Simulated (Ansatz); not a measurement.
The start is a randomly generated symmetric cell of Li (space group No. 71). The cell and all atomic positions are relaxed at zero pressure with r2SCAN (plane waves to 500 eV, PAW, scalar-relativistic; Ansatz, an electronic-structure program). The first steps use a coarse 19×19×19 k-mesh.

Initial structure:
```yaml
crystal:
  lattice:
    - [-0.94743, 1.94741, 3.12737]
    - [0.94743, -1.94741, 3.12737]
    - [0.94743, 1.94741, -3.12737]
  atoms:
    - { symbol: Li, position: [0.50000, 0.00000, 0.50000] }
```

* **Outcome**: The space group goes from Immm (No. 71) to Fm-3m (No. 225); the end is fcc (Cu type), with 1 atom in the primitive cell
* **Energy released**: about 1.1 eV/atom
* **Shortest distances (start → end)**: The closest pairs of elements (up to four, under 3.6 Å), start → end: Li–Li 1.89 → 3.10 Å
* **Band gap at the end**: no gap (metallic)
* **Optimiser moves**: 21

The end point of the relaxation:

Space group Fm-3m (No. 225); a = 4.378 Å, b = 4.378 Å, c = 4.378 Å, α = 90.00°, β = 90.00°, γ = 90.00°

```tsv
atom	site	symmetry	x	y	z
Li	4a	m-3m	0.0000	0.0000	0.0000
```
(The calculation used a cell of 1 atom; values per cell refer to that cell.)

Final values are on a 18×18×18 k-mesh of the relaxed cell. The start holds a very short contact (Li–Li 1.89 Å). No spin polarisation in the result.

The run could not lose the symmetry of its start.

The relaxed structure has the type that Li is known to take under pressure; here it was relaxed at zero pressure, from a generated start.
